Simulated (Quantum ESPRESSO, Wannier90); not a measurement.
**InSb (Cmc2₁), plane waves to Wannier functions**

```
begin unit_cell_cart
ang
    2.3125450000   -4.0026250000    0.0000000000
    2.3125450000    4.0026250000    0.0000000000
    0.0000000000    0.0000000000    7.6163000000
end unit_cell_cart
begin atoms_frac
In  -0.3318800000  0.3318800000 -0.4881500000
In   0.3318800000 -0.3318800000  0.0118500000
Sb  -0.3345000000  0.3345000000  0.1381500000
Sb   0.3345000000 -0.3345000000 -0.3618500000
end atoms_frac
```

Materials Project entry mp-1007661; symmetrised, unrelaxed at this level. Not found in the COD (Crystallography Open Database) copy used, which has the formula in other groups; not checked further. The atoms lie within 0.1 Å of the higher space group P6_3mc. Method: PBEsol plane waves in Quantum ESPRESSO 7.5 (PseudoDojo norm-conserving files, 64 Ry, spinors with spin-orbit coupling), Bloch states on a 4×4×4 mesh through Γ, Wannier90 4.0.1. Density: 8×8×4 mesh, cold smearing 0.01 Ry. With spin-orbit coupling a semilocal functional can close or falsely invert a small gap; the band order was not checked against a better method.

A tight-binding model is made by disentanglement and projection with no localisation steps (num_iter = 0), so the 32 orbitals stay atom-like: hydrogen-like In: s;p; Sb: s;p, axes along x, y, z; frozen window up to 1.50 eV relative to the Fermi level. It follows pw.x to 34 meV rms for states up to 1.0 eV relative to the Fermi level. Matrix elements depend on this choice of orbitals and windows.

The 20 largest hoppings ⟨m,0|H|n,R⟩ between different sites (one of each Hermitian pair; signs follow the real orbitals' lobes; the list may end inside a set of equal values):

| m | n | R | distance of the centres (Å) | t (eV) | Im t (eV) |
|---|---|---|---|---|---|
| Sb4 pz↑ | In2 pz↑ | 0 0 0 | 3.31 | 2.240 | 0.000 |
| Sb4 pz↓ | In2 pz↓ | 0 0 0 | 3.31 | 2.240 | 0.000 |
| Sb3 pz↑ | In1 pz↑ | 0 0 1 | 3.31 | 2.240 | 0.000 |
| Sb3 pz↓ | In1 pz↓ | 0 0 1 | 3.31 | 2.240 | 0.000 |
| In2 py↑ | Sb3 py↑ | 1 -1 0 | 3.25 | 1.903 | 0.000 |
| In2 py↓ | Sb3 py↓ | 1 -1 0 | 3.25 | 1.903 | 0.000 |
| Sb4 py↑ | In1 py↑ | 1 -1 0 | 3.25 | 1.903 | 0.000 |
| Sb4 py↓ | In1 py↓ | 1 -1 0 | 3.25 | 1.903 | 0.000 |
| Sb4 pz↑ | In2 s↑ | 0 0 0 | 3.06 | -1.832 | 0.000 |
| Sb4 pz↓ | In2 s↓ | 0 0 0 | 3.06 | -1.832 | 0.000 |
| Sb3 pz↑ | In1 s↑ | 0 0 1 | 3.06 | -1.832 | 0.000 |
| Sb3 pz↓ | In1 s↓ | 0 0 1 | 3.06 | -1.832 | 0.000 |
| Sb4 s↑ | In2 pz↑ | 0 0 0 | 3.10 | 1.808 | 0.000 |
| Sb4 s↓ | In2 pz↓ | 0 0 0 | 3.10 | 1.808 | 0.000 |
| Sb3 s↑ | In1 pz↑ | 0 0 1 | 3.10 | 1.808 | 0.000 |
| Sb3 s↓ | In1 pz↓ | 0 0 1 | 3.10 | 1.808 | 0.000 |
| In2 s↑ | Sb3 py↑ | 1 -1 0 | 3.03 | -1.745 | 0.000 |
| In2 s↓ | Sb3 py↓ | 1 -1 0 | 3.03 | -1.745 | 0.000 |
| Sb4 py↑ | In1 s↑ | 1 -1 0 | 3.03 | 1.745 | 0.000 |
| Sb4 py↓ | In1 s↓ | 1 -1 0 | 3.03 | 1.745 | 0.000 |
